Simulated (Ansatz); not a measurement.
# Two states of BaY$_{2}$NiO$_{5}$

```
CELL_PARAMETERS angstrom
5.88908 0.41924 -0.28208
-0.29039 4.11059 0.09988
0.79028 0.56799 5.45270
ATOMIC_POSITIONS crystal
Y 0.61238 0.50504 0.12511
Y 0.43090 0.12004 0.63383
Ba 0.14739 0.94655 0.17978
Ni 0.74624 0.61485 0.63072
O 0.72034 0.97672 0.30742
O 0.08005 0.71020 0.62935
O 0.98508 0.02799 0.76669
O 0.25792 0.59552 0.83556
O 0.94334 0.25865 0.50940
```

Method: PBE, with U_eff = 5.31 eV on Ni d (all-electron-ortho-atomic projectors); PAW, plane waves to 420 eV, 3×5×4 (shifted by 0.5, 0.5, 0.5 steps) mesh, fermi-dirac occupations (width 0.1 eV) (Ansatz 0.2.0), atoms fixed.

State A: no moments (no spin polarisation). State B: Ni4 up (collinear spin).

Problem. Compare the two self-consistent states.

Solution. State B is lower by 37.9 meV an atom at zero smearing; in free energy at this smearing B lies -36.1 meV an atom from A.

```json
{"state": "A", "free energy (meV/atom)": "36.1", "largest moment in a small sphere (μB)": "0.00", "net moment (μB/cell)": "0.00", "gap on mesh (eV)": "metal", "pressure (GPa)": "9.7", "largest force (eV/Å)": "4.81"}
{"state": "B", "free energy (meV/atom)": "0.0", "largest moment in a small sphere (μB)": "0.86", "net moment (μB/cell)": "0.80", "gap on mesh (eV)": "metal", "pressure (GPa)": "12.2", "largest force (eV/Å)": "5.37"}
```

Origin: a disordered cell, so it need not be a known compound. Caveats: another magnetic order, which this cell may not hold, can open a gap; the k mesh is coarse if the cell is a metal; atoms or cell far from equilibrium.
